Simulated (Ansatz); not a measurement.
The relaxed structure here is a generated cell of BeRh: the first start was made by a random draw of sites in a space group, and the end was not matched to a known phase here, so it may be hypothetical.

A relaxed structure of BeRh. Space group P6/mmm (No. 191), AFLOW prototype AB_hP6_191_f_ad (B35, as in CoSn). All values below come from PBE (plane waves to 420 eV, PAW, scalar-relativistic; Ansatz, a first-principles code).

```cif
data_Be3Rh3
_chemical_formula_sum 'Be3 Rh3'
_space_group_name_H-M_alt 'P 1'
_space_group_IT_number 1
_cell_length_a 4.61547
_cell_length_b 4.61547
_cell_length_c 3.76406
_cell_angle_alpha 90.000
_cell_angle_beta 90.000
_cell_angle_gamma 120.000
loop_
_space_group_symop_operation_xyz
  'x, y, z'
loop_
_atom_site_label
_atom_site_type_symbol
_atom_site_fract_x
_atom_site_fract_y
_atom_site_fract_z
_atom_site_occupancy
Be1 Be 0.50000 0.50000 0.00000 1
Be2 Be 0.50000 0.00000 0.00000 1
Be3 Be 0.00000 0.50000 0.00000 1
Rh1 Rh 0.66667 0.33333 0.50000 1
Rh2 Rh 0.00000 0.00000 0.00000 1
Rh3 Rh 0.33333 0.66667 0.50000 1
```

For BeRh, the volume per atom comes out as 11.57 Å³ and the band gap is no gap (metallic). The shortest distances is Be–Rh 2.31 Å; Be–Be 2.31 Å; Rh–Rh 2.66 Å and the k-mesh is 12×12×12.

Band energies at high-symmetry points (eV from the Fermi level; labels of this space group; no spin-orbit coupling), from −5 eV up to 5.0 eV:

```json
[
 {"point": "Γ", "energies": "-4.19 -3.66 -3.66 -3.45 -3.45 -3.03 -3.03 -2.21 -2.21 -2.11 -2.11 -1.22 -0.23 -0.23 0.19 1.65 1.65 3.25 4.92 4.92"},
 {"point": "M", "energies": "-4.89 -4.22 -3.55 -3.38 -3.27 -3.22 -3.07 -3.02 -2.21 -1.46 -1.07 -0.96 -0.77 -0.64 -0.14 0.22 3.32 4.39"},
 {"point": "K", "energies": "-4.05 -3.54 -3.54 -3.53 -3.28 -3.28 -2.52 -2.52 -1.65 -0.93 -0.69 -0.69 -0.56 -0.56 0.32 5.00 5.00"},
 {"point": "A", "energies": "-4.82 -4.82 -3.17 -3.17 -2.85 -2.85 -2.75 -2.75 -2.74 -2.01 -1.30 -1.04 -1.04 -0.24 -0.15 -0.15 2.77 2.77 4.27 4.27"},
 {"point": "L", "energies": "-4.97 -4.73 -4.60 -4.02 -3.73 -3.46 -3.31 -2.38 -2.14 -2.01 -1.67 -1.58 -1.26 -0.71 -0.64 -0.45 0.47 1.70 2.13 3.18 3.98"},
 {"point": "H", "energies": "-3.97 -3.97 -3.94 -3.54 -3.54 -2.46 -2.46 -1.69 -1.69 -1.41 -1.38 -0.35 -0.35 -0.23 0.34 1.51 1.82 1.82"}
]
```

No spin polarisation in the result.

The run could not lose the symmetry of its start: the end is stationary, and may be a saddle point rather than a minimum.
